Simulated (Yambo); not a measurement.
Yambo run on RbO (space group Immm, No. 71). The wavefunctions are LDA (pw.x of Quantum ESPRESSO, ONCV potentials, no spin-orbit coupling) ones on a 4×4×4 mesh (15 occupied bands); a = b = c = 4.924 Å, α = 131.28°, β = 107.65°, γ = 92.12°.

Yambo input:

```
rim_cut
HF_and_locXC
RandQpts= 1000000
RandGvec= 1 Ry
EXXRLvcs= 84 Ry
VXCRLvcs= 336 Ry
% QPkrange
 1 | 1 | 15 | 16 |
 3 | 3 | 15 | 16 |
 8 | 8 | 15 | 16 |
 10 | 10 | 15 | 16 |
 11 | 11 | 15 | 16 |
 18 | 18 | 15 | 16 |
%
```

k points by index: 1 = Γ, 3 = (0, 0, -0.5), 8 = (0, -0.5, 0), 10 = (0, -0.5, -0.5), 11 = (0.25, 0.25, 0.25), 18 = (-0.5, -0.5, -0.5).

Resulting energies as the program prints them:

```
#    K-point    Band    Eo [eV]    Ehf [eV]    Vxc [eV]    Vnlxc [eV]
#
    1    15    0.000000    -5.773959    -19.58106    -25.35502
    1    16    1.912362    6.280944    -8.408830    -4.040249
    3    15    -0.792463    -6.408622    -17.80587    -23.42203
    3    16    3.423015    9.276356    -15.00391    -9.150572
    8    15    -0.423031    -6.108254    -18.62762    -24.31284
    8    16    3.151530    7.488343    -7.782267    -3.445454
    10    15    -0.473156    -6.237478    -18.64895    -24.41327
    10    16    2.556619    7.177216    -10.15639    -5.535790
    11    15    -0.765806    -6.123567    -17.44739    -22.80515
    11    16    3.715370    10.04011    -16.29152    -9.966776
    18    15    -0.361675    -6.063001    -19.10293    -24.80426
    18    16    2.537438    6.987162    -7.529240    -3.079516
```
Exchange alone, without screening.

Geometry relaxed with LDA.
